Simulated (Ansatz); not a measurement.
# Notes on ScZn6Ge6

```xyz
13
Lattice="5.2590 0.0000 0.0000 -2.6295 4.5544 0.0000 0.0000 0.0000 8.2293" Properties=species:S:1:pos:R:3 pbc="T T T"
Ge    0.0000    0.0000    1.3661
Ge    0.0000    0.0000    6.8632
Zn    2.6295    0.0000    2.0738
Zn    1.3147    2.2772    2.0738
Zn   -1.3147    2.2772    2.0738
Zn   -1.3147    2.2772    6.1555
Zn    1.3147    2.2772    6.1555
Zn    2.6295    0.0000    6.1555
Sc    0.0000    0.0000    4.1146
Ge   -0.0003    3.0364    0.0000
Ge    2.6292    1.5180    0.0000
Ge   -0.0003    3.0364    4.1146
Ge    2.6292    1.5180    4.1146
```

Level: PBE, no spin polarisation; 420 eV; 8×8×4 Γ-centred mesh; fermi-dirac occupations (width 0.1 eV); Ansatz 0.2.0, fixed geometry.

**Question.** Is there a gap?

**Answer.** It is a metal, with about 5.1 states/eV a cell as the mean within 0.25 eV of the Fermi level, mostly Ge p (47 %), Sc d (17 %) and Zn s (14 %).

**Question.** Which element gives electrons and which takes them?

**Answer.** Bader charges in e: Sc +1.38, Zn +0.12, Ge -0.62 to -0.13. In the mean Sc gives up most and Ge takes most.

**Question.** What do density and ELF say about some of the short contacts?

**Answer.** Zn–Ge at 2.54 Å: least valence density 0.33 e/Å³ and ELF 0.34 there. Zn–Zn at 2.63 Å: least valence density 0.25 e/Å³ and ELF 0.26 there. Ge–Ge at 2.73 Å: least valence density 0.33 e/Å³ and ELF 0.69 there. These are pseudo-fields; inside the PAW spheres they differ from the all-electron ones.

**Question.** Is it stable against the elements?

**Answer.** 0.24 eV an atom against the elements' usual phases (free molecules for gases, crystals otherwise, with no correction for O₂ or N₂), so at this geometry it isn't bound against them. Relaxing would lower it.

Origin: a known structure type with other elements, at an estimated volume, so it need not be a known compound. Caveats: atoms or cell far from equilibrium.
